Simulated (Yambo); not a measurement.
CsPbF3: sweep of GW parameters

G0W0@PBEsol for CsPbF$_{3}$ (cubic perovskite, space group Pm-3m, No. 221) in Yambo. Reference settings: 2×2×2 Γ-centred k mesh, 330 bands and a 7 Ry block in the screening, 330 bands in G with the Bruneval-Gonze terminator, plasmon pole fitted at 27.2 eV. The PBEsol gap R → R on this mesh is 1.60 eV; G0W0 gaps are taken between the same points.

```
change from the reference       G0W0 gap R → R (eV)  shift of the valence edge (eV)        rough Yambo cost
------------------------------  -------------------  ------------------------------  ----------------------
reference settings                             3.27                           -1.07                       1
126 bands in W, 126 bands in G                 3.39                           -0.89               about 1/3
214 bands in W, 214 bands in G                 3.30                           -1.00  within a factor of two
126 bands in G                                 3.31                           -1.04                       –
214 bands in G                                 3.28                           -1.06                       –
156 bands in W                                 3.34                           -0.97  within a factor of two
2 Ry block                                     3.51                           -1.37  within a factor of two
3 Ry block                                     3.33                           -1.18  within a factor of two
6 Ry block                                     3.27                           -1.08  within a factor of two
pole fitted at 15 eV                           3.23                           -1.01                       –
no random integration                          3.19                           -0.82                       –
126 bands in G, no terminator                  3.04                           -0.40                       –
214 bands in G, no terminator                  3.08                           -0.68                       –
no terminator                                  3.14                           -0.85                       –
```

The reference isn't shown to be the converged limit. Costs are rough (shared machines), scaled to the same edge states, and given only for runs that recompute the screening.

The cell is held in this high symmetry; tilts and polar distortions were not searched.

The standard potential for Pb keeps a d shell in the valence without the s and p states of that shell. In tests on such compounds this moved G0W0 gaps by up to about 0.9 eV, so absolute quasiparticle energies here are unreliable; differences between settings are what counts.

Spin-orbit coupling is included.

Geometry of the Materials Project entry, not relaxed at this level; primitive cell a = b = c = 4.831 Å, α = β = γ = 90.00°.

A shift is the quasiparticle energy of the state minus its PBEsol energy.
